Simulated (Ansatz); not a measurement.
An Ansatz (an electronic-structure program) run. Input:

Ansatz 0.2 input:
```yaml
crystal:
  lattice:
    - [0.0, 2.6015658543, 2.6015658543]
    - [2.6015658543, 0.0, 2.6015658543]
    - [2.6015658543, 2.6015658543, 0.0]
  atoms:
    - { symbol: S, position: [0.0, 0.0, 0.0] }
    - { symbol: Mg, position: [0.5, 0.5, 0.5] }
kpoints:
  mp_grid: { grid: [7, 7, 7] }
hamiltonian:
  xc: hse06
  pseudopotentials: { kind: paw }
scf:
  n_extra_bands: 6
  occupations: { method: fixed }
output:
  eigenvalues: true
  eigenstates:
    e_range: [-9.0, 13.2]
    kpoints:
      - [0.0, 0.0, 0.0]  # VBM
      - [0.0, 0.5, 0.5]  # CBM
      - [0.0, 0.0, 0.0]  # GAMMA
      - [0.5, 0.0, 0.5]  # X
      - [0.5, 0.5, 0.5]  # L
      - [0.5, 0.25, 0.75]  # W
      - [0.375, 0.375, 0.75]  # K
      - [0.625, 0.25, 0.625]  # U
```

Output (shortened):

```
Pseudopotentials: kind: paw
Pseudopotential: S, paw, valence charge 6
Pseudopotential: Mg, paw, valence charge 10
Functional definition: HSE06
davidson cushion auto → on  (no smearing: the cushion is to keep the highest requested band from converging to the state above it …
Crystal: 2 atoms, lattice volume = 35.216 Å³
Basis set: ecut = 420 eV, 701 PW (Γ)
Bands: 14, of which v1, the nominal top of the filled ones, is band 8 counted from 1 (7 counted from 0)
Symmetry: 48 space group operations
Space group: Fm-3m (ITA 225), of the structure as read, at distance tolerance 3.3e-5 Å
k-points: 20 of 343
PAW frozen core: S, regenerated for the run's functional, and the local potential with it
PAW frozen core: Mg, regenerated for the run's functional, and the local potential with it
Initial wavefunctions: pseudopotential atomic-orbital guess
Eigensolver: davidson
Functional: x = pbe(κ = 0.804, μ = 0.2195149727645171), c = pbe(β = 0.06672455060314922), warm-up for x = pbe(κ = 0.804, μ = 0.2195149727645171) + 0.25 (exact …
SCF iter   1: F=—  HF=-2828.743394 eV  |F-HF|=—  |Δ(HF+E_count)|=         —  Δρ=8.42e-4  dr2=3.89e-4  ethr=1.77e-3  ⟨swp⟩=2.2  Hψ=2097  notcnv=0
preconditioner: auto → none
iter 2 solved again at ethr=3.51e-8 eV; its pass at ethr=2.43e-6 eV (dr2=5.62e-6 eV) is discarded
SCF iter   2: F=-2828.743121 eV  HF=-2828.743091 eV  |F-HF|=3.01e-5  |Δ(HF+E_count)|=   3.03e-4  Δρ=1.78e-4  dr2=5.68e-6  ethr=3.51e-8  ⟨swp⟩=2.9  Hψ=1517  notcnv=0
SCF 1 stopped early in 2 iterations: F = -2828.743121 eV  dr2 = 5.68e-6
Crystal: 2 atoms, lattice volume = 35.216 Å³
Initial density: handed on by an earlier stage of this run
Initial wavefunctions: those handed on with the density
Functional: x = pbe(κ = 0.804, μ = 0.2195149727645171) + 0.25 (exact − pbe) at short range (hse, ω = 0.20786987370883472 Å⁻¹), c = pbe(β = 0.06672455060314922); HSE06 as pw.x's `hse` composes it (authors' and Libxc's form: `xc: wpbeh`)
Exchange kernel: α = 0.2500, screened, ω = 0.2079 Å⁻¹, Wigner–Seitz truncation, v(0) = 1046.8329 eV·Å³, q-mesh 7×7×7, nearest image of the exchange supercell L …
Frozen-core exchange: fock
SCF iter   1: F=—  HF=-2829.769420 eV  |F-HF|=—  |Δ(HF+E_count)|=         —  Δρ=3.97e-3  dr2=2.73e-3  ethr=3.55e-7  ⟨swp⟩=7.2  Hψ=1513  notcnv=0
preconditioner: auto → none
SCF iter   2: F=—  HF=-2829.767859 eV  |F-HF|=—  |Δ(HF+E_count)|=   1.56e-3  Δρ=1.51e-3  dr2=6.92e-4  ethr=3.55e-7  ⟨swp⟩=3.0  Hψ=920  notcnv=0
SCF iter   3: F=—  HF=-2829.767692 eV  |F-HF|=—  |Δ(HF+E_count)|=   1.68e-4  Δρ=1.81e-4  dr2=2.09e-4  ethr=3.55e-7  ⟨swp⟩=3.0  Hψ=920  notcnv=0
SCF iter   4: F=—  HF=-2829.769796 eV  |F-HF|=—  |Δ(HF+E_count)|=   2.10e-3  Δρ=3.49e-4  dr2=3.17e-5  ethr=4.42e-8  ⟨swp⟩=4.2  Hψ=1189  notcnv=0
SCF iter   5: F=—  HF=-2829.769782 eV  |F-HF|=—  |Δ(HF+E_count)|=   1.38e-5  Δρ=5.44e-5  dr2=2.68e-6  ethr=4.42e-8  ⟨swp⟩=3.1  Hψ=910  notcnv=0
SCF iter   6: F=-2829.769798 eV  HF=-2829.769798 eV  |F-HF|=1.25e-7  |Δ(HF+E_count)|=   1.58e-5  Δρ=3.62e-5  dr2=4.33e-7  ethr=5.87e-9  ⟨swp⟩=3.7  Hψ=939  notcnv=0  defer=1
SCF 2 stopped early in 6 iterations: F = -2829.769798 eV  dr2 = 4.33e-7
hybrid outer 1: dexx = +2.280e-3 eV, tail = 2.02e-5 eV
Crystal: 2 atoms, lattice volume = 35.216 Å³
Exchange kernel: α = 0.2500, screened, ω = 0.2079 Å⁻¹, Wigner–Seitz truncation, v(0) = 1046.8329 eV·Å³, q-mesh 7×7×7, nearest image of the exchange supercell L …
Frozen-core exchange: fock
SCF iter   1: F=—  HF=-2829.769748 eV  |F-HF|=—  |Δ(HF+E_count)|=         —  Δρ=3.07e-5  dr2=3.65e-7  ethr=6.33e-7  ⟨swp⟩=2.1  Hψ=642  notcnv=0
preconditioner: auto → none
iter 2 solved again at ethr=4.28e-11 eV; its pass at ethr=2.16e-9 eV (dr2=6.85e-9 eV) is discarded
SCF iter   2: F=-2829.769748 eV  HF=-2829.769748 eV  |F-HF|=4.06e-9  |Δ(HF+E_count)|=   1.63e-7  Δρ=7.53e-6  dr2=1.98e-8  ethr=4.28e-11  ⟨swp⟩=2.2  Hψ=1563  notcnv=0
SCF 3 converged in 2 iterations: F = -2829.769748 eV  dr2 = 1.98e-8
hybrid outer 2: dexx = +6.227e-8 eV, tail = 4.94e-8 eV, Δε = 1.73e-3 eV (about 1.77e-4 eV left of the loop's levels)
NSCF: frozen V_eff on 8 k-points
hybrid SCF converged: 2 outer / 8 inner (+2 warm-up), last move |dexx| = 6.23e-8 eV, tail = 4.94e-8 eV
Stability not checked (fock_operator)
Free energy (F): -2829.769748 eV
Frozen-core exchange: fock
Harris-Foulkes:  -2829.769748 eV  (|F-HF|=4.06e-9)
Internal energy: -2829.769748 eV  (E = F + TS)
E sigma→0 (E₀):  -2829.769748 eV
Fermi energy:    5.730503 eV
--- Per-component energies (eV) ---
  E_band       = -374.046165
  E_kinetic    = 185.153764
  E_local      = -1665.685826  (includes V_loc(G=0)·N_el)
  E_nonlocal   = 122.645936
  E_hartree    = 593.412335
  E_xc         = -103.088344
  E_vxc        = -102.349581  (∫ρ·V_xc dr)
  E_exx        = -62.981822  (= α·E_x^exact, valence–valence)
  E_paw        = -855.323780  (= ΣΔE_a)
  E_vpaw       = 25.327445  (= ΣTr[D̂ρ^β])
  E_aug_tail   = -0.000002  (compensation charges beyond the density's cutoff)
  E_ewald      = -1043.773779
  E_core_change = -0.128230  (= ΣΔE_core)
  E_smearing   =  0.000000  (= −TS)
  E_closure    = 0.000000  (closes the sum)
  Σ components = -2829.769748   (vs F -2829.769748, Δ=0.00e0)
  [band-id]    e_kinetic+e_local+e_nonlocal+2·e_hartree+e_vxc+2·e_exx+e_vpaw+e_augmentation_tail = -374.047238   (vs E_band -374.046165, Δ=-1.07e-3)
--- Band table (eV; the first three rows and the last of 20) ---
  k-point 0: bands = ["-73.9079", "-38.8043", "-38.8043", "-38.8043", "-8.2320", "5.7305", "5.7305", "5.7305", "10.5565", "14.8176", "14.8176", "14.8176", "17.3704", "17.3704"]
  k-point 1: bands = ["-73.9078", "-38.8057", "-38.8045", "-38.8045", "-8.0159", "4.3713", "5.5903", "5.5903", "11.5104", "14.4911", "15.1192", "15.1192", "16.6668", "16.6668"]
  k-point 2: bands = ["-73.9077", "-38.8088", "-38.8048", "-38.8048", "-7.4549", "2.1899", "5.3089", "5.3089", "11.6920", "14.5189", "14.5189", "15.8244", "17.7946", "17.7946"]
  k-point 19: bands = ["-73.9073", "-38.8094", "-38.8090", "-38.8066", "-6.3769", "2.0304", "2.1278", "3.7394", "11.7599", "14.1842", "15.6267", "15.7170", "20.2554", "20.9054"]
  band table: 14 of 14 bands, residual norms ≤ 1.0e-3 eV
```

Cost: roughly 70 core-seconds on shared cores.

The points marked VBM and CBM come from a semilocal run.

Symmetry was held in the r²SCAN relaxation; phonons on a q-mesh show no instability.

Potentials: the later of the program's two PAW sets.

Ansatz is a plane-wave DFT program.
